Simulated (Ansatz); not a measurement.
Ba₂H₆Os in space group Fm-3m (No. 225; Ba on 8c, H on 24e, Os on 4a), r²SCAN (plane waves, PAW; program Ansatz). The conduction-band minimum lies at X, with 3 equivalent valleys. Second derivatives d²E/dk² of the lowest band at one valley (eV·Å²), along Cartesian directions:

```csv
direction,d²E/dk²
[100],16.30
[010],0.5669
[001],0.5669
[110],8.433
[101],8.433
[011],0.5728
```

Problem. Find the principal effective masses, the density-of-states mass and the conductivity mass.

Solution. Off-diagonal terms follow from H_xy = H[110] − (H_xx + H_yy)/2, and m*/mₑ = 7.620 eV·Å² over each eigenvalue: 0.47, 13, 14. One valley's DOS mass (m₁m₂m₃)^(1/3) = 4.4, conductivity mass 3/(Σ 1/mᵢ) = 1.3 mₑ.

Problem. What effective density of states Nc follows at 300 K for parabolic valleys?

Solution. Nc = 2.509e19 × 3 × (4.4)^(3/2) ≈ 6.9e20 cm⁻³.

The first step of the workflow began from a Materials Project structure, measured or hypothetical; the Crystallography Open Database copy checked does not list it. Whether it is the stable phase at ambient conditions was not checked. Symmetry was held in the r²SCAN relaxation; its stability against distortions is not shown here. No spin polarisation was allowed. Scalar-relativistic: spin–orbit coupling is off unless named, which matters more the heavier the elements.

Potentials: the later of the program's two PAW sets.

Edges and masses are those of Kohn–Sham bands, whose gap is no quasiparticle gap.
